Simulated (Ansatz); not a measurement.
The elements of this relaxed trial crystal are hidden behind letters.

```
lattice vectors (Å)
  -3.4691    3.4691    3.4691
   3.4691   -3.4691    3.4691
   3.4691    3.4691   -3.4691
fractional positions
X 0.0000 0.5000 0.5000
X 0.5000 0.5000 0.0000
X 0.5000 0.0000 0.5000
Z 0.0000 0.0000 0.0000
Z 0.0000 0.0000 0.5000
Z 0.0000 0.5000 0.0000
Z 0.5000 0.0000 0.0000
Z 0.5000 0.5000 0.5000
```

Theory: DFT PBE, scalar-relativistic, plane waves, PAW in Ansatz. The final run on the 8-atom cell used 420 eV, a Γ-centred 8×8×8 mesh, 0.10 eV smearing and no spin polarisation.

| Item | Value |
| --- | --- |
| Space group | Im-3m (No. 229) |
| Conventional cell | a = 6.938 Å |
| Volume per atom | 20.87 Å³ |
| Density | 6.09 g/cm³ |
| Formation energy | +0.24 eV/atom |
| Gap on the 8×8×8 mesh of the 8-atom cell | 0 eV (a metal) |

Energies are uncorrected and count from the elements' standard states at the same level.

Question: X is a p-block element of period 4 and Z is a p-block element of period 4. Which elements are they?

Answer: X = Ge, Z = Se, so the formula is Ge3Se5. Density times volume gives a mean mass of 6.09 × 20.87/1.6605 = 76.5 u per atom, and this set has 76.6 u. Ge is surrounded by 8 Se at 3.00 Å, 2 Se at 3.47 Å and 4 Ge at 3.47 Å; Se on a site of symmetry m-3m is surrounded by 8 Se at 3.00 Å and 6 Ge at 3.47 Å; Se on a site of symmetry -3m is surrounded by 2 Se at 3.00 Å, 6 Ge at 3.00 Å and 6 Se at 3.47 Å. Other sets within the hints have nearly the same mass, so mass alone doesn't settle it; this one was computed.

Symmetry constrained the relaxation, so the result can be a saddle point.
